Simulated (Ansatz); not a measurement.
A geometry of SnSe away from equilibrium: the start of the relaxation of a generated trial cell of SnSe. Computed with PBE (plane waves to 420 eV, PAW, scalar-relativistic; Ansatz, a program for electronic structure). Γ-centred k-mesh 4×5×3 on the run's cell (coarser than for final values), Fermi–Dirac smearing 0.05 eV.

```xyz
8
Lattice="7.0573 0.0000 0.0000 0.0000 4.6575 0.0000 0.0000 0.0000 7.8341" Properties=species:S:1:pos:R:3 pbc="T T T"
Se     0.0141     1.1644     6.2650
Se     7.0432     3.4931     1.5692
Se     3.5146     3.4931     2.3479
Se     3.5428     1.1644     5.4863
Sn     1.4086     1.1644     3.2379
Sn     5.6487     3.4931     4.5963
Sn     2.1200     3.4931     7.1549
Sn     4.9373     1.1644     0.6792
```

Question: What forces act on the atoms (eV/Å)?

Answer: 
| atom | Fx | Fy | Fz |
|---|---|---|---|
| Se1 | 0.26 | 0.00 | -0.21 |
| Se2 | -0.26 | 0.00 | 0.21 |
| Se3 | -0.26 | 0.00 | -0.21 |
| Se4 | 0.26 | 0.00 | 0.21 |
| Sn5 | 0.59 | 0.00 | 0.01 |
| Sn6 | -0.59 | 0.00 | -0.01 |
| Sn7 | -0.59 | 0.00 | 0.01 |
| Sn8 | 0.59 | 0.00 | -0.01 |

Question: What is the pressure?

Answer: -4.4 GPa, compression positive.

Question: How far above the relaxed end point is this geometry?

Answer: 0.25 eV/atom; the path ends in Pnma (No. 62).

No spin polarisation in the result.

The run could not lose the symmetry of its start.

The first start was generated by placing the elements on the sites of a structure type. A measured structure of SnSe has the same space group, Pnma (No. 62); the sites were not compared with it.
